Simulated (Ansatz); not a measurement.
Property card for FeBiO$_{3}$

FeBiO₃:
```yaml
crystal:
  lattice:
    - [-2.86714, 3.69433, 2.99090]
    - [2.86714, -3.69433, 2.99090]
    - [2.86714, 3.69433, -2.99090]
  atoms:
    - { symbol: Bi, position: [0.86378, 0.11378, 0.75000] }
    - { symbol: Fe, position: [0.04528, 0.54528, 0.50000] }
    - { symbol: O, position: [0.22714, 0.47714, 0.75000] }
    - { symbol: O, position: [0.73011, 0.46061, 0.73050] }
    - { symbol: O, position: [0.73011, 0.99961, 0.26950] }
    - { symbol: Bi, position: [0.36378, 0.11378, 0.25000] }
    - { symbol: Fe, position: [0.54528, 0.54528, 0.00000] }
    - { symbol: O, position: [0.72714, 0.47714, 0.25000] }
    - { symbol: O, position: [0.23011, 0.46061, 0.23050] }
    - { symbol: O, position: [0.23011, 0.99961, 0.76950] }
```
The run is spin-polarised; directions of the spins, atom by atom: 0 ↑ 0 0 0 0 ↓ 0 0 0.

Space group Amm2 (No. 38); conventional cell a = 3.6943 Å, b = 5.7343 Å, c = 5.9818 Å, α = β = γ = 90.00°.

Method: PBEsol (plane waves, PAW; program Ansatz). The cell and atoms are relaxed at this level. Other levels are named where they apply.

**Cell and energy**

```json
{
  "volume_per_atom": "12.67 Å³",
  "density": "8.20 g/cm³",
  "Formation energy from the elements (no fitted shifts)": "-1.21 eV/atom"
}
```

**Electronic structure**

```json
{
  "band_gap": "0.73 eV (indirect)",
  "valence_band_maximum": "on the Σ0–Γ line, 49 % of the way from Σ0 (k = 0.203, -0.203, -0.203 in fractions of the reciprocal vectors)",
  "conduction_band_minimum": "at S (k = 0.000, 0.500, 0.500 in fractions of the reciprocal vectors) (2 equivalent valleys)",
  "smallest_direct_gap_on_the_standard_path": "0.84 eV",
  "electron_effective_mass": "1.2, 1.8, 2.4 mₑ (principal values)"
}
```

**Magnetism**

```json
{
 "magnetic_order": "antiferromagnetic",
 "net_moment": "0.00 μB per atom"
}
```

**Mechanics**

```json
{
 "Bulk modulus (Birch–Murnaghan fit)": "62.3 GPa",
 "Pressure derivative B′": "10.3"
}
```

**Dielectric response**

```json
{
  "Electronic dielectric constant ε∞ (DFPT)": "12.0 (xx), 17.3 (yy), 9.12 (zz)",
  "Born charges (a third of the trace)": "Bi +4.54, Fe +3.79, O -2.93 to -2.48 e"
}
```

The start of the workflow was typed in or built on a structure type; neither database checked (COD, Materials Project) lists it. It is not the phase usual at ambient conditions (space group No. 161). Symmetry was held in the PBEsol relaxation, as lowered by the spin order; whether a distortion lowers the energy is not shown. Magnetic state: antiferromagnetic, chosen from 5 collinear starts compared on coarse meshes (ties went to the first, and starts can fall back to one state), not a proven ground state. No Hubbard U is applied. Point labels and valley counts follow the cell and symmetry of the run, lower than the named group. The references are the lowest solids computed at this level, not always the standard phases (solids in place of the gases). Spin–orbit coupling is left out wherever it is not named.

Potentials: the later of the program's two PAW sets.
